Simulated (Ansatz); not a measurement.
GaP:
```
CELL_PARAMETERS angstrom
      0.00000     2.75299     2.75299
      2.75299     0.00000     2.75299
      2.75299     2.75299     0.00000
ATOMIC_POSITIONS crystal
  P  0.75000 0.75000 0.75000
  Ga 0.00000 0.00000 0.00000
```

Cartesian axes are those of the cell as given.

Q: Give the proper piezoelectric stress tensor with relaxed ions from plane-wave PAW PBE (Ansatz code).

A: In C/m², rows x, y, z, Voigt columns; mesh uncertainty up to 0.00.
```
0.00  0.00  0.00  0.20  0.00  0.00
0.00  0.00  0.00  0.00  0.20  0.00
0.00  0.00  0.00  0.00  0.00  0.20
```

The elastic tensor of the same run (GPa):

```
 125  52.5  52.5   0.0   0.0   0.0
52.5   125  52.5   0.0   0.0   0.0
52.5  52.5   125   0.0   0.0   0.0
 0.0   0.0   0.0  64.5   0.0   0.0
 0.0   0.0   0.0   0.0  64.5   0.0
 0.0   0.0   0.0   0.0   0.0  64.5
```

Q: Convert to strain constants d = e·S.

A: In pC/N:
```
0.0  0.0  0.0  3.0  0.0  0.0
0.0  0.0  0.0  0.0  3.0  0.0
0.0  0.0  0.0  0.0  0.0  3.0
```

Space group F-43m (zinc blende). The PBE relaxation kept the symmetry of its start; phonons on a q-mesh show no instability. Scalar-relativistic: spin–orbit coupling is off unless named, which matters more the heavier the elements.

Potentials: the later of the program's two PAW sets.
